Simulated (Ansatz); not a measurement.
Input:

ZrTi:
```xyz
2
Lattice="3.0587 0.0000 0.0000 -1.5294 2.6489 0.0000 0.0000 0.0000 4.8564" Properties=species:S:1:pos:R:3 pbc="T T T"
Zr     0.0000     0.0000     0.0000
Ti     0.0000     1.7660     2.4282
```

This is the PBEsol-relaxed structure. Tensor components refer to the Cartesian frame of this cell.

Task: All from PBEsol in the plane-wave PAW code Ansatz, unless another level is named. Give the Debye temperature from the elastic constants.

Result: 280 K.

Task: And the highest zone-centre frequency?

Result: 191 cm⁻¹.

Task: And the elastic constants (relaxed ions, GPa)?

Result: C11 = 139, C12 = 88.8, C13 = 76.7, C33 = 178, C44 = 27.7.

Space group P-6m2. The workflow started from a Materials Project entry (that database holds measured and hypothetical structures alike); the Crystallography Open Database copy checked does not list it. With Zr and Ti taken as one species the cell has the higher symmetry P6_3/mmc, so it may be an ordered model of a mixed-site phase. Its standing as an ambient phase is unchecked. The cell was relaxed with PBEsol under the symmetry of its start; whether a distortion lowers the energy is not shown. No spin polarisation was allowed. As this level gives no gap, shear constants depend on the k-mesh and smearing (Fermi–Dirac, 0.1 eV here). As this level gives no gap, phonon frequencies hold no LO–TO term and depend on the k-mesh and smearing (Fermi–Dirac, 0.1 eV here).

Potentials: the later of the program's two PAW sets.
